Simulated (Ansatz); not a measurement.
MoPd:
```xyz
2
Lattice="0.0000 2.6069 2.6069 2.6069 0.0000 2.6069 2.6069 2.6069 0.0000" Properties=species:S:1:pos:R:3 pbc="T T T"
Pd     0.0000     0.0000     0.0000
Mo     2.6069     2.6069     2.6069
```

Relaxed with PBE. Special points in fractions of this cell's reciprocal vectors: Γ (0.000, 0.000, 0.000); X (0.500, 0.000, 0.500); U (0.625, 0.250, 0.625); K (0.375, 0.375, 0.750); L (0.500, 0.500, 0.500); W (0.500, 0.250, 0.750).

### Question
List the band energies nearest the Fermi level at these points for DFT-PBE in the program Ansatz with PAW potentials.

### Answer
In eV from the Fermi level; about four levels below and three above (degenerate sets whole), none deeper than 8.9 eV; points with the same levels are listed once.

| k | below | above |
|---|---|---|
| Γ | -5.39 -5.39 -4.83 -4.83 -4.83 | 1.06 1.06 1.06 |
| X | -3.69 -2.88 -2.88 -0.43 | 0.70 0.70 0.97 |
| U | -3.65 -3.31 -3.08 -0.67 | 0.09 0.45 0.53 |
| L | -3.11 -3.11 -1.56 -1.56 -0.50 | 0.26 0.26 2.24 |
| W | -2.58 -0.89 -0.11 -0.11 | 0.68 3.18 3.18 |

Space group Fm-3m (rock salt). The start of the workflow was typed in or built on a structure type; neither database checked (COD, Materials Project) lists it. Its standing as an ambient phase is unchecked. Symmetry was held in the PBE relaxation; whether a distortion lowers the energy is not shown. The run is not spin-polarised. The volume moved by 17 % from the start of the relaxation. Its formation energy is positive at this level, so the cell may be metastable or incomplete. Spin–orbit coupling is left out wherever it is not named.

Potentials: the earlier of the program's two PAW sets.
